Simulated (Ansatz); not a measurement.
The start is a generated cell, SiC built in the zincblende structure type. The cell and all atomic positions are relaxed at zero pressure with r2SCAN (plane waves to 500 eV, PAW, scalar-relativistic; Ansatz, a quantum-chemistry and plane-wave program). The first steps use a coarse 9×9×9 k-mesh.

Input geometry:
```
SiC
1.0
    0.00000     2.17699     2.17699
    2.17699     0.00000     2.17699
    2.17699     2.17699     0.00000
C Si
1 1
Direct
  0.75000   0.75000   0.75000
  0.00000   0.00000   0.00000
```

```yaml
outcome: The space group stays F-43m (No. 216) (the run could not lower it); the end is zinc blende type, with 2 atoms in the primitive cell
energy_released: under 1 meV/atom
Shortest distances (start → end): "The closest pairs of elements (up to four, under 3.6 Å), start → end: C–Si 1.89 → 1.89 Å; C–C 3.08 → 3.08 Å; Si–Si 3.08 → 3.08 Å"
band_gap_at_the_end: 1.71 eV, indirect (valence top at Γ, conduction bottom at X) (no spin-orbit coupling)
optimiser_moves: 2
```

It ends as:

Space group F-43m (No. 216); a = b = c = 4.3563 Å, α = β = γ = 90.00°

| atom | site | symmetry | x | y | z |
|---|---|---|---|---|---|
| C | 4c | -43m | 0.2500 | 0.2500 | 0.2500 |
| Si | 4a | -43m | 0.0000 | 0.0000 | 0.0000 |
(The calculation used a cell of 2 atoms; values per cell refer to that cell.)

Final values are on a 13×13×13 k-mesh of the relaxed cell. No spin polarisation in the result.

The run could not lose the symmetry of its start.

All atoms sit on sites fixed by symmetry, so only the cell could relax.
